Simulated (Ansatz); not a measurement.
# AlAu$_{4}$: what symmetry allows forces and stress to be

```yaml
crystal:
  lattice:
    - [2.38813, -1.60138, 0.01690]
    - [2.38813, 1.60138, 0.01690]
    - [-0.87680, 0.00000, 10.90711]
  atoms:
    - { symbol: Al, position: [0.00000, 0.00000, 0.00000] }
    - { symbol: Au, position: [0.60348, 0.60348, 0.82357] }
    - { symbol: Au, position: [0.18352, 0.18352, 0.60824] }
    - { symbol: Au, position: [0.81648, 0.81648, 0.39176] }
    - { symbol: Au, position: [0.39652, 0.39652, 0.17643] }
```

Method: DFT PBEsol, scalar-relativistic, plane waves, PAW (Ansatz).

Plane waves to 420 eV, a k mesh through Γ of 12×12×4 on the computed 5-atom cell and Gaussian smearing (0.10 eV); no spin polarisation.

This distorted cell has space group C2/m, with 4 operations.

Task: Without a calculation: in which directions can each atom feel a force?

Result: A force must be left unchanged by every operation that keeps its atom in place, so it lies in the space that those operations leave fixed. Atoms that the group maps onto each other feel forces of one size.
```json
{"atom": "Al1", "site symmetry": "2/m", "operations at the site": "4", "equivalent to atom": "1", "allowed force (Cartesian)": "none"}
{"atom": "Au2", "site symmetry": "m", "operations at the site": "2", "equivalent to atom": "2", "allowed force (Cartesian)": "in the plane normal to (0.00, 1.00, 0.00)"}
{"atom": "Au3", "site symmetry": "m", "operations at the site": "2", "equivalent to atom": "3", "allowed force (Cartesian)": "in the plane normal to (0.00, 1.00, 0.00)"}
{"atom": "Au4", "site symmetry": "m", "operations at the site": "2", "equivalent to atom": "3", "allowed force (Cartesian)": "in the plane normal to (0.00, 1.00, 0.00)"}
{"atom": "Au5", "site symmetry": "m", "operations at the site": "2", "equivalent to atom": "2", "allowed force (Cartesian)": "in the plane normal to (0.00, 1.00, 0.00)"}
```

That leaves 4 independent force components of 15. A relaxation in this cell that keeps the symmetry moves the atoms in these directions alone.

Task: And the stress tensor?

Result: It must be invariant under the point group, which leaves 4 independent components: yz, xy vanish.

Task: Do the computed values obey this?

Result: Yes. Forces (eV/Å):
```
Al1  0.000  0.000  0.000
Au2  0.108  0.000 -0.294
Au3  0.102  0.000 -0.131
Au4 -0.102  0.000  0.131
Au5 -0.108  0.000  0.294
```

Stress (GPa, compression positive, xx yy zz yz xz xy): 1.60 1.14 0.60 0.00 -1.00 0.00. The program imposes the same operations on density, forces and stress, so this confirms the analysis and is no independent test of the calculation.

Spin–orbit coupling is left out, which can shift energies with elements as heavy as these.